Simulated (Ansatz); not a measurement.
In2GaAs3:
```
CELL_PARAMETERS angstrom
     -2.09760     2.09760     8.95828
      2.09760    -2.09760     8.95828
      2.09760     2.09760    -8.95828
ATOMIC_POSITIONS crystal
  In 0.33720 0.33720 0.00000
  In 0.66280 0.66280 0.00000
  Ga 0.00000 0.00000 0.00000
  As 0.25000 0.75000 0.50000
  As 0.57498 0.07498 0.50000
  As 0.92502 0.42502 0.50000
```

Relaxed with PBEsol. Special points in fractions of this cell's reciprocal vectors: Γ (0.000, 0.000, 0.000); X (0.000, 0.000, 0.500); P (0.250, 0.250, 0.250); N (0.000, 0.500, 0.000); M (0.500, 0.500, -0.500); S (0.264, 0.736, -0.264); S0 (-0.264, 0.264, 0.264); R (-0.027, 0.027, 0.500); G (0.500, 0.500, -0.027).

Task: List the band energies nearest the Fermi level at these points for PBEsol in the plane-wave PAW code Ansatz.

Result: In eV from the Fermi level; about four levels below and three above (degenerate sets whole), none deeper than 8.9 eV; points with the same levels are listed once.

```
k                    below           above
-  -----------------------  --------------
Γ  -0.30 -0.17 -0.03 -0.03  1.57 1.58 2.26
X  -2.94 -2.93 -2.47 -2.45  1.36 1.77 2.92
P  -2.78 -2.70 -2.60 -2.56  1.81 1.84 2.10
N  -1.55 -1.10 -0.94 -0.87  0.69 1.92 2.43
M  -1.05 -1.05 -0.76 -0.76  1.30 1.47 2.29
S  -1.57 -1.49 -0.97 -0.83  0.97 1.36 2.52
R  -2.89 -2.85 -2.49 -2.47  1.42 1.82 2.93
```

Space group I-4m2. The workflow started from a Materials Project entry (that database holds measured and hypothetical structures alike); the Crystallography Open Database copy checked does not list it. With In and Ga taken as one species the cell has the higher symmetry F-43m, so it may be an ordered model of a mixed-site phase. Whether it is the stable phase at ambient conditions was not checked. The cell was relaxed with PBEsol under the symmetry of its start; its stability against distortions is not shown here. The Fermi level of a semimetal is unsure by some 0.05 eV on such meshes. Scalar-relativistic: spin–orbit coupling is off unless named, which matters more the heavier the elements.

Potentials: the later of the program's two PAW sets.
